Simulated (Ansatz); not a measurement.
The start is a relaxed PbSe cell, doubled along one cell vector, shaken by Gaussian noise of σ = 0.08 Å a coordinate. Cell shape, volume and atoms are optimised at zero target pressure with r2SCAN (plane waves to 500 eV, PAW, scalar-relativistic; Ansatz, an electronic-structure program). The first steps use a coarse 4×7×7 k-mesh.

Input geometry:
```
PbSe
1.0
    0.00000     6.17738     6.17738
    3.08869     0.00000     3.08869
    3.08869     3.08869     0.00000
Pb Se
2 2
Direct
  0.99204   0.02715   0.96945
  0.51626   0.97970   0.99454
  0.25698   0.45257   0.52307
  0.73953   0.50177   0.51886
```

Question: By how much does the energy per atom fall from start to end?

Answer: 0.03 eV/atom.

Question: Is the parent structure recovered?

Answer: It relaxes back to the parent, Fm-3m (No. 225).

Question: Is the relaxed structure metallic? Give its gap.

Answer: 0.67 eV, direct at L (no spin-orbit coupling).

Final values are on a 9×9×9 k-mesh of the relaxed cell. No spin polarisation in the result. Without spin-orbit coupling the bands of the heavy element are not split, so the gap can be far off.
